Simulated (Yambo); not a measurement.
G0W0@PBEsol for BaO2 (space group I4/mmm, No. 139) in Yambo. Reference settings: 4×4×4 Γ-centred k mesh, 94 bands and a 8 Ry block in the screening, 94 bands in G with the Bruneval-Gonze terminator, plasmon pole fitted at 27.2 eV. The PBEsol gap Z → Z on this mesh is 2.07 eV; G0W0 gaps are taken between the same points.

The settings were changed. The gap went from 3.74 eV to 3.78 eV, and the shift of the valence edge from -0.98 eV to -0.92 eV.

**Question.** Which change was made?
A) 60 bands in W, 60 bands in G
B) 60 bands in G, no terminator
C) no terminator
D) 7 Ry block

**Answer.** A, 60 bands in W, 60 bands in G. The others gave (gap, valence shift): 60 bands in G, no terminator: 3.51, -0.56 eV; 7 Ry block: 3.70, -0.96 eV; no terminator: 3.60, -0.76 eV.

Geometry relaxed with PBEsol; primitive cell a = b = c = 4.3014 Å, α = β = 128.00°, γ = 76.63°.

A shift is the quasiparticle energy of the state minus its PBEsol energy.
